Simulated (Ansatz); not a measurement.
A geometry of MgSe away from equilibrium: the start of the relaxation of a relaxed MgSe cell, doubled along one cell vector, shaken by Gaussian noise of σ = 0.08 Å a coordinate. Calculation: r2SCAN (plane waves to 500 eV, PAW, scalar-relativistic; Ansatz, an electronic-structure program). Γ-centred k-mesh 10×5×10 on the run's cell, Fermi–Dirac smearing 0.05 eV.

```xyz
4
Lattice="0.0000 2.7361 2.7361 5.4722 0.0000 5.4722 2.7361 2.7361 0.0000" Properties=species:S:1:pos:R:3:forces:R:3 pbc="T T T" free_energy=-14814.715 pressure_GPa=1.7
Mg     0.0353    -0.0203     0.0458    0.2677    0.3226   -0.1735
Mg     2.7568    -0.0789     2.5974    0.2786    0.0790    1.1659
Se     2.8106     2.8025     2.8812    0.0357   -0.2358   -0.9217
Se     5.6823     2.7735     5.5032   -0.5820   -0.1658   -0.0708
```

Positions in Å, forces in eV/Å, free energy of the cell in eV (comparable only within this code, potentials and settings). Largest force: 1.20 eV/Å, on Mg2 (atoms numbered as listed); the geometry lies 0.05 eV/atom above the end of its relaxation.

No spin polarisation in the result.
